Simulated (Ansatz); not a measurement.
The elements of this relaxed trial crystal are hidden behind letters.

```
lattice vectors (Å)
   5.0851    0.0000    0.0000
  -2.5425    4.4038    0.0000
   0.0000    0.0000    4.7737
fractional positions
X 0.6695 0.0000 0.5000
X 0.6667 0.3333 0.0000
X 0.3305 0.3305 0.5000
X 0.0000 0.6695 0.5000
X 0.3333 0.6667 0.0000
Z 0.0000 0.0000 0.0000
```

Theory: DFT PBE, scalar-relativistic, plane waves, PAW in Ansatz 0.2.0. The final run on the 6-atom cell used 420 eV, a Γ-centred 12×12×8 mesh, 0.10 eV smearing and no spin polarisation.

* Space group: P-62m (No. 189)
* Conventional cell: a = 5.085 Å, c = 4.774 Å
* Volume per atom: 17.82 Å³
* Density: 5.94 g/cm³
* Formation energy: −0.07 eV/atom
* Gap on the 12×12×8 mesh of the 6-atom cell: 0 eV (a metal)

Energies are uncorrected and count from the elements' standard states at the same level.

Problem. X is a p-block element of period 4 and Z is a p-block element of period 2. Which elements are they?

Solution. X = Ge, Z = F, so the formula is Ge5F. Density times volume gives a mean mass of 5.94 × 17.82/1.6605 = 63.7 u per atom, and this set has 63.7 u. Among the elements that the hints allow, noble gases aside, only these give it. Ge on a site of symmetry m2m is surrounded by 10 Ge at 2.91–2.95 Å and 2 F at 2.92 Å; around Ge on a site of symmetry -6 lie 9 Ge at 2.93–2.94 Å and 3 F at 2.94 Å; around F lie 12 Ge at 2.92–2.94 Å (long against covalent radii, as for large ions).

A structure relaxed within its symmetry needn't be a true minimum. Another cell of Ge5F relaxed alike, in P6/mmm, lies 40 meV/atom lower, so this cell isn't the stable form at this level.
